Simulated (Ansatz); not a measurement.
**What internal relaxation does to the elastic constants of GaSbAs2**

Method: Ansatz 0.2.0, DFT PBE, scalar-relativistic, plane waves, PAW. Cutoff 420 eV, 10×10×6 k-points (Γ-centred), Fermi-Dirac smearing of 0.15 eV. No spin polarisation.

The cell, relaxed at this level:
```yaml
crystal:
  lattice:
    - [4.18860, 0.00000, 0.00000]
    - [0.00000, 4.18860, 0.00000]
    - [0.00000, 0.00000, 6.60050]
  atoms:
    - { symbol: Ga, position: [0.50000, 0.50000, 0.00000] }
    - { symbol: Sb, position: [0.00000, 0.00000, 0.50000] }
    - { symbol: As, position: [0.50000, 0.00000, 0.78639] }
    - { symbol: As, position: [0.00000, 0.50000, 0.21361] }
```

The cell was built by swapping an element in a database structure (itself possibly hypothetical) and relaxing; it need not be the stable form of this composition. In a metal, frequencies and elastic constants depend on the k mesh and the smearing, soft modes and shear constants most.

Clamped-ion constants (GPa, Voigt order; atoms follow the strain homogeneously):
C11 = 54.8, C12 = 21.9, C13 = 41.9, C22 = 54.8, C23 = 41.9, C33 = 83.7, C44 = 11.0, C55 = 11.0, C66 = 0.8 GPa; the others vanish.

Question: What are the constants once the atoms relax in each strained cell?

Answer:
C11 = 49.5, C12 = 26.6, C13 = 41.2, C22 = 49.5, C23 = 41.2, C33 = 81.8, C44 = -36.4, C55 = -36.4, C66 = 0.8 GPa; the others vanish.
The Voigt shear modulus goes from 10.4 to -9.6 GPa and the Voigt bulk modulus from 44.9 to 44.3 GPa. Relaxation subtracts ΛᵀK⁻¹Λ/V, with Λ the forces that a strain puts on the atoms and K the zone-centre force constants. At a stable cell this can only lower the diagonal constants, and it acts only for strains that share their symmetry with an optical mode; elsewhere, and where the coupling is weak, the constants hardly move. The least eigenvalue of the relaxed constants is -36.4 GPa, so this cell isn't stable against every strain.

Cost: 2 runs of about 46 core-minutes in all, on Oxide Virtual Turin-like Processor (Zen 5) (shared hosts).